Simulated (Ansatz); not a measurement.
Cu Kα1 powder pattern (kinematic, no thermal factors).
```csv
2θ (°),relative intensity
15.16,17
17.53,100
24.89,94
29.27,13
30.60,16
35.48,82
38.79,7
39.84,12
43.82,20
46.63,3
51.05,35
53.57,3
54.39,8
57.60,38
59.94,1
63.71,7
65.91,2
66.64,8
69.51,26
71.62,3
75.09,4
77.83,2
80.54,12
82.55,1
83.22,1
85.90,8
87.89,1
```

The pattern is computed from a structure relaxed with DFT PBE, scalar-relativistic, plane waves, PAW (Ansatz). No spin polarisation. Its elements are Al, C, Co, Mg, N.

Task: Give the structure.

Result: Mg2AlCoC6N6.
Space group Fm-3m (No. 225). a = 10.112 Å, b = 10.112 Å, c = 10.112 Å, α = 90.00°, β = 90.00°, γ = 90.00°
```tsv
atom	site	symmetry	x	y	z
Mg	8c	-43m	0.2500	0.7500	0.7500
Al	4b	m-3m	0.5000	0.0000	0.0000
Co	4a	m-3m	0.0000	0.0000	0.0000
C	24e	4m.m	0.1878	0.0000	0.0000
N	24e	4m.m	0.3033	0.0000	0.0000
```

A pattern alone doesn't exclude other cells with like lines; this is the one computed.

The cell was found from a structure generator's guess, not taken from experiment.
